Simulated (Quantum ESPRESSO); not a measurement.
## Band energies of BN

```xyz
2
Lattice="1.2511 0.7223 3.3729 -1.2511 0.7223 3.3729 0.0000 -1.4447 3.3729" Properties=species:S:1:pos:R:3 pbc="T T T"
B      0.0000     0.0000    10.1155
N      0.0000     0.0000     3.3672
```

LDA (Quantum ESPRESSO, PseudoDojo norm-conserving, 84 Ry, scalar-relativistic); path ΓLB1,BZΓX,QFP1Z,LP; energies in eV from the valence-band maximum.

```csv
k (1/Å),point,band 1,band 2,band 3,band 4,band 5,band 6,band 7
0.00,Γ,-17.61,-4.26,-1.36,-1.36,4.82,11.61,11.61
0.74,,-16.42,-5.11,-2.98,-2.95,6.86,9.54,11.34
1.48,L,-14.38,-8.96,-4.16,-0.66,5.12,9.91,12.67
2.36,,-13.75,-8.01,-7.09,-0.13,4.53,11.83,13.87
2.47,B1,-13.82,-8.03,-6.88,-0.44,4.65,12.11,13.85
2.47,B,-13.82,-8.03,-6.88,-0.44,4.65,12.11,13.85
3.02,,-15.36,-6.33,-4.65,-3.37,7.17,12.71,13.62
3.78,,-17.23,-6.14,-1.81,-1.60,9.69,11.44,11.95
3.99,Z,-17.34,-6.29,-1.38,-1.38,9.75,11.54,11.54
4.61,,-17.55,-4.87,-1.36,-1.36,5.98,11.59,11.59
4.92,Γ,-17.61,-4.26,-1.36,-1.36,4.82,11.61,11.61
5.34,,-17.22,-3.78,-2.78,-2.11,5.50,11.45,11.75
6.16,,-14.61,-7.56,-5.78,-0.68,5.81,9.96,13.75
6.68,X,-13.76,-8.03,-7.04,-0.17,4.48,12.04,13.60
6.68,Q,-13.76,-8.03,-7.04,-0.17,4.48,12.04,13.60
6.78,,-13.83,-8.17,-6.70,-0.37,4.42,12.15,13.65
7.44,F,-14.31,-8.83,-4.22,-1.25,4.07,9.92,13.83
7.55,,-14.32,-8.81,-4.21,-1.30,4.17,9.93,13.83
7.77,P1,-14.43,-8.68,-4.16,-1.58,4.82,9.98,13.93
8.34,,-16.12,-5.29,-4.51,-3.09,8.30,10.62,14.50
9.00,,-17.32,-6.26,-1.46,-1.42,9.74,11.51,11.63
9.09,Z,-17.34,-6.29,-1.38,-1.38,9.75,11.54,11.54
9.09,L,-14.38,-8.96,-4.16,-0.66,5.12,9.91,12.67
9.73,P,-14.43,-8.68,-4.16,-1.58,4.82,9.98,13.93
```

The LDA gap is indirect, 4.07 eV, from 88 % of the way from Γ to X to F; the smallest direct gap is 4.58 eV. Another valence extremum on the path lies within 0.02 eV, too close to call.

Geometry of the Materials Project entry, not relaxed at this level.

This is not the ordinary phase of the substance; no match was found in the copy of COD used, and its stability was not checked.

The distance between layers or molecules is the database entry's, not relaxed here. Functionals without dispersion can leave it too large, which widens gaps and weakens the response across layers: the numbers belong to this cell.
